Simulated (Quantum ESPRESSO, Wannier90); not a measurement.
## Wannier functions of IrO2 (rutile)

```
begin unit_cell_cart
ang
    4.5053100000    0.0000000000    0.0000000000
    0.0000000000    4.5053100000    0.0000000000
    0.0000000000    0.0000000000    3.1767100000
end unit_cell_cart
begin atoms_frac
Ir   0.5000000000  0.5000000000  0.5000000000
Ir   0.0000000000  0.0000000000  0.0000000000
O   -0.3086600000 -0.3086600000  0.0000000000
O    0.3086600000  0.3086600000  0.0000000000
O   -0.1913400000  0.1913400000  0.5000000000
O    0.1913400000 -0.1913400000  0.5000000000
end atoms_frac
```

Cell from Materials Project (mp-2723), symmetrised, no further relaxation. COD (Crystallography Open Database) has an entry of this formula and space group (matched by these alone). Computed values, not measurements, from PBEsol: Quantum ESPRESSO (norm-conserving PseudoDojo potentials, cutoff 68 Ry, no spin polarisation, no spin-orbit coupling) on a Γ-centred 6×6×8 mesh, then Wannier90. Density: 8×8×10 mesh, cold smearing 0.01 Ry. Spin-orbit coupling is left out although heavy elements are present.

Bands 9-12 form an isolated set from -21.11 to -18.79 eV relative to the Fermi level (on the path) and are turned into 4 Wannier functions by minimising the spread from the start: atomic waves O 2s.

Centres (Cartesian, Å; one of the equivalent choices) and spreads:

| n | x | y | z | spread (Å²) | nearest atom |
|---|---|---|---|---|---|
| 1 | -1.402 | -1.402 | 0.000 | 0.646 | O3 |
| 2 | 1.402 | 1.402 | 0.000 | 0.646 | O4 |
| 3 | -0.851 | 0.851 | 1.588 | 0.646 | O5 |
| 4 | 0.851 | -0.851 | 1.588 | 0.646 | O6 |

Ω_I = 2.58 Å², Ω_total = 2.58 Å²; the interpolated bands follow pw.x to 0.0 meV rms on the path. Only this start was tried; a symmetric start can stop on a saddle, and mixtures of these functions could lower the total by at most Ω_total − Ω_I.
